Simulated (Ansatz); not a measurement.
In₅Sb: relaxed-ion elastic tensor

These are results of DFT PBE, scalar-relativistic, plane waves, PAW (Ansatz), not measurements. Settings: 420 eV plane-wave cutoff, Γ-centred 6×6×8 mesh, Fermi-Dirac smearing of 0.15 eV. No spin polarisation.

Relaxed structure:
```yaml
crystal:
  lattice:
    - [5.89360, 0.00000, 0.00000]
    - [-2.94680, 5.10401, 0.00000]
    - [0.00000, 0.00000, 5.56009]
  atoms:
    - { symbol: In, position: [0.00000, 0.66877, 0.50000] }
    - { symbol: In, position: [0.66877, 0.00000, 0.50000] }
    - { symbol: In, position: [0.33123, 0.33123, 0.50000] }
    - { symbol: In, position: [0.66667, 0.33333, 0.00000] }
    - { symbol: In, position: [0.33333, 0.66667, 0.00000] }
    - { symbol: Sb, position: [0.00000, 0.00000, 0.00000] }
```

The structure comes from a generated guess, relaxed at this level; another structure or a mixture of phases may lie lower. In a metal, frequencies and elastic constants depend on the k mesh and the smearing, soft modes and shear constants most. Spin–orbit coupling is left out, which matters for heavy elements.

**Question.** Give the relaxed-ion elastic constants (GPa, Voigt order xx yy zz yz xz xy, on the Cartesian axes of the cell above).

**Answer.**
C11 = 53.4, C12 = 33.2, C13 = 20.2, C22 = 53.4, C23 = 20.2, C33 = 67.6, C44 = -0.3, C55 = -0.3, C66 = 10.1 GPa; the others vanish.

**Question.** Is the crystal stable against homogeneous strain?

**Answer.** Too close to call: the least eigenvalue is -0.3 GPa, within what the k mesh leaves open in a metal.
